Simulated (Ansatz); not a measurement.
An Ansatz (a program for electronic structure) input:

Ansatz 0.2 input:
```yaml
crystal:
  lattice:
    - [2.9396928502, 0.0, 0.0]
    - [0.0, 2.9396928502, 0.0]
    - [0.0, 0.0, 2.9396928502]
  atoms:
    - { symbol: B, position: [0.0, 0.0, 0.0] }
    - { symbol: As, position: [0.5, 0.5, 0.5] }
kpoints:
  mp_grid: { grid: [10, 10, 10] }
  band_path:
    path:
      - [[0.0, 0.0, 0.0], [0.0, 0.5, 0.0], [0.5, 0.5, 0.0], [0.0, 0.0, 0.0], [0.5, 0.5, 0.5], [0.0, 0.5, 0.0]]  # Γ-X-M-Γ-R-X
      - [[0.5, 0.5, 0.5], [0.5, 0.5, 0.0]]  # R-M
    npoints: 12
basis: { xc_grid: 2 }
hamiltonian:
  xc: pbe
  pseudopotentials: { kind: paw }
magnetization: { noncollinear: true, spin_orbit: true }
scf:
  n_extra_bands: 12
  convergence: { dr2_threshold: 0.0000000001 }
  occupations: { method: gaussian, width: 0.05 }
output: { eigenvalues: true }
```

Problem. How many symmetry operations and irreducible k-points will the run report?

Solution. 48 operations, 56 of 1000 k-points.

Problem. With a cutoff of 420 eV, how many plane waves at Γ?

Solution. 485.

It took very roughly 10 core-seconds on shared server cores.

Space group Pm-3m (CsCl type). The start of the workflow was typed in or built on a structure type; neither database checked (COD, Materials Project) lists it. It is not the phase usual at ambient conditions (space group No. 216). The PBE relaxation kept the symmetry of its start; its stability against distortions is not shown here. The volume moved by 31 % from the start of the relaxation. Its formation energy is positive at this level, so the cell may be metastable or incomplete.

Potentials: the later of the program's two PAW sets.

Ansatz is a plane-wave DFT program.
